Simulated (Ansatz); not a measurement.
**Profile along the Se–Mg line in MgSe (rock salt)**

MgSe (rock salt), conventional cell a = b = c = 5.508 Å, α = β = γ = 90.00°. The calculation uses the primitive cell of 2 atoms, to which meshes and values per cell refer.

Fields along a shortest Se–Mg line of a {100} plane (2.75 Å), from Se to Mg, interpolated on the slice's grid (step about 0.1 Å). The numbers are results of PBE (plane waves to 420 eV, PAW, scalar-relativistic; Ansatz, a first-principles code), not measurements. k mesh 10×10×10. Near the nuclei the fields are pseudised (PAW); where an atom keeps semicore shells as valence, they peak there. MgSe was relaxed with its symmetry unable to fall.

```tsv
distance from Se (Å)	valence electron density (e/Å³)	electron localisation function
0.00	45.36	x
0.14	37.91	x
0.28	22.75	x
0.41	10.51	x
0.55	4.25	0.65
0.69	1.80	0.77
0.83	0.95	0.81
0.96	0.65	0.82
1.10	0.47	0.82
1.24	0.33	0.81
1.38	0.25	0.75
1.51	0.18	0.55
1.65	0.15	0.19
1.79	0.15	0.04
1.93	0.22	0.07
2.06	0.66	0.23
2.20	2.79	0.41
2.34	8.56	x
2.48	18.00	x
2.61	27.39	x
2.75	31.36	x
```

x: too close to a nucleus for the ELF to mean much.

Density on the Se–Mg line (2.75 Å) at its density minimum, 1.7 Å from Se: 0.15 e/Å³. ELF at that point: 0.08. ELF maximum in the middle third of the Se–Mg line: 0.82, 1.0 Å from Se.
